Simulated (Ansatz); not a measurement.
Method: Ansatz, DFT PBE, scalar-relativistic, plane waves, PAW. Settings: cutoff 420 eV, Γ-centred meshes spaced at most about 0.3 Å⁻¹, and about 0.25 Å⁻¹ or finer for metals (2π included), Gaussian smearing. Collinear spin in cells that started with moments and kept them past the coarse steps, no spin elsewhere.

Each of these unrelaxed guesses is relaxed in cell and atoms within its symmetry. A guess keeps its type if space group and coordination stay and the shape of the cell changes little (axis ratios within about 15 %, angles within 6°); the volume may change.

1. ScCdC4N4 (collinear spin from parallel moments)

```cif
data_structure
_symmetry_space_group_name_H-M 'P-43m'
_symmetry_Int_Tables_number 215
_cell_length_a 6.1095
_cell_length_b 6.1095
_cell_length_c 6.1095
_cell_angle_alpha 90.000
_cell_angle_beta 90.000
_cell_angle_gamma 90.000
_cell_volume 228.05
loop_
_atom_site_label
_atom_site_type_symbol
_atom_site_symmetry_multiplicity
_atom_site_Wyckoff_symbol
_atom_site_fract_x
_atom_site_fract_y
_atom_site_fract_z
_atom_site_occupancy
Sc1 Sc 1 b 0.50000 0.50000 0.50000 1
Cd1 Cd 1 a 0.00000 0.00000 0.00000 1
C1 C 4 e 0.18909 0.18909 0.18909 1
N1 N 4 e 0.29966 0.29966 0.29966 1
```

2. YFeC4N4 (collinear spin from parallel moments)

```cif
data_structure
_symmetry_space_group_name_H-M 'P-43m'
_symmetry_Int_Tables_number 215
_cell_length_a 6.1407
_cell_length_b 6.1407
_cell_length_c 6.1407
_cell_angle_alpha 90.000
_cell_angle_beta 90.000
_cell_angle_gamma 90.000
_cell_volume 231.55
loop_
_atom_site_label
_atom_site_type_symbol
_atom_site_symmetry_multiplicity
_atom_site_Wyckoff_symbol
_atom_site_fract_x
_atom_site_fract_y
_atom_site_fract_z
_atom_site_occupancy
Y1 Y 1 b 0.50000 0.50000 0.50000 1
Fe1 Fe 1 a 0.00000 0.00000 0.00000 1
C1 C 4 e 0.18221 0.18221 0.18221 1
N1 N 4 e 0.29222 0.29222 0.29222 1
```

3. CsNbCl5 (collinear spin from parallel moments)

```cif
data_structure
_symmetry_space_group_name_H-M 'P4/mmm'
_symmetry_Int_Tables_number 123
_cell_length_a 4.9139
_cell_length_b 4.9139
_cell_length_c 7.8264
_cell_angle_alpha 90.000
_cell_angle_beta 90.000
_cell_angle_gamma 90.000
_cell_volume 188.98
loop_
_atom_site_label
_atom_site_type_symbol
_atom_site_symmetry_multiplicity
_atom_site_Wyckoff_symbol
_atom_site_fract_x
_atom_site_fract_y
_atom_site_fract_z
_atom_site_occupancy
Cs1 Cs 1 a 0.00000 0.00000 0.00000 1
Nb1 Nb 1 b 0.00000 0.00000 0.50000 1
Cl1 Cl 4 i 0.00000 0.50000 0.30352 1
Cl2 Cl 1 c 0.50000 0.50000 0.00000 1
```

4. LiBBr4

```cif
data_structure
_symmetry_space_group_name_H-M 'P-6m2'
_symmetry_Int_Tables_number 187
_cell_length_a 4.9167
_cell_length_b 4.9167
_cell_length_c 9.0666
_cell_angle_alpha 90.000
_cell_angle_beta 90.000
_cell_angle_gamma 120.000
_cell_volume 189.81
loop_
_atom_site_label
_atom_site_type_symbol
_atom_site_symmetry_multiplicity
_atom_site_Wyckoff_symbol
_atom_site_fract_x
_atom_site_fract_y
_atom_site_fract_z
_atom_site_occupancy
Li1 Li 1 f 0.66667 0.33333 0.50000 1
B1 B 1 a 0.00000 0.00000 0.00000 1
Br1 Br 2 i 0.66667 0.33333 0.29366 1
Br2 Br 1 e 0.66667 0.33333 0.00000 1
Br3 Br 1 d 0.33333 0.66667 0.50000 1
```

Q: Which guesses survive the relaxation?

A: Guesses 1 and 2 keep their type.

```json
{"guess": "1", "kept": "yes", "start group": "P-43m", "end group": "P-43m", "V start (Å³/atom)": "22.8", "V end": "26.2", "b/a and c/a, end over start": "1.00, 1.00", "nearest neighbours start": "C 1, Cd 4, N 1, Sc 4", "nearest neighbours end": "C 1, Cd 4, N 1, Sc 4"}
{"guess": "2", "kept": "yes", "start group": "P-43m", "end group": "P-43m", "V start (Å³/atom)": "23.2", "V end": "23.2", "b/a and c/a, end over start": "1.00, 1.00", "nearest neighbours start": "C 1, Fe 4, N 1, Y 4", "nearest neighbours end": "C 1, Fe 4, N 1, Y 4"}
{"guess": "3", "kept": "no", "start group": "P4/mmm", "end group": "P4/mmm", "V start (Å³/atom)": "27.0", "V end": "31.6", "b/a and c/a, end over start": "1.00, 1.60", "nearest neighbours start": "Cl 3/12, Cs 14, Nb 8", "nearest neighbours end": "Cl 3/4, Cs 4, Nb 8"}
{"guess": "4", "kept": "no", "start group": "P-6m2", "end group": "P-6m2", "V start (Å³/atom)": "31.6", "V end": "35.5", "b/a and c/a, end over start": "1.00, 1.60", "nearest neighbours start": "B 3, Br 1/3/5, Li 2", "nearest neighbours end": "B 3, Br 1/3/5, Li 3"}
```

Neighbours count within 15 % of an atom's shortest distance; end groups are read at 0.02 Å (0.05 Å in metals).

No dispersion correction is applied, so the spacing and binding between layers, chains or molecules are poorly described (CsNbCl5 P4/mmm, LiBBr4 P-6m2). The magnetic state reached may not be the lowest. Cells relaxed within their symmetry can be saddle points.

In counts of neighbours, a slash parts the counts of unlike sites.
